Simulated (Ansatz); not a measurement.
Here is the system:

ZrSe2:
```cif
data_Se2Zr
_chemical_formula_sum 'Zr1 Se2'
_space_group_name_H-M_alt 'P 1'
_space_group_IT_number 1
_cell_length_a 3.80057
_cell_length_b 3.80057
_cell_length_c 6.89215
_cell_angle_alpha 90.000
_cell_angle_beta 90.000
_cell_angle_gamma 120.000
loop_
_space_group_symop_operation_xyz
  'x, y, z'
loop_
_atom_site_label
_atom_site_type_symbol
_atom_site_fract_x
_atom_site_fract_y
_atom_site_fract_z
_atom_site_occupancy
Zr1 Zr 0.00000 0.00000 0.00000 1
Se1 Se 0.66667 0.33333 0.77050 1
Se2 Se 0.33333 0.66667 0.22950 1
```

This is the PBE-relaxed structure.

Q: All from the program Ansatz at the PBE level (PAW), unless another level is named. Estimate the band gap.

A: 0.42 eV (indirect).

Q: And the smallest direct gap on the standard path?

A: 1.11 eV.

Q: Next, the formation energy from the elements (no fitted shifts)?

A: -1.36 eV/atom.

Q: And the valence-band maximum?

A: at Γ.

Q: Give the conduction-band minimum.

A: at L (3 equivalent valleys).

Space group P-3m1 (CdI2 type). The PBE relaxation kept the symmetry of its start. The run is not spin-polarised. A crystal of weakly bound layers computed without a dispersion correction: the cell and the soft elastic constants depend strongly on that. The references are the lowest solids computed at this level, not always the standard phases. Scalar-relativistic: spin–orbit coupling is off unless named, which matters more the heavier the elements.

Potentials: the later of the program's two PAW sets.
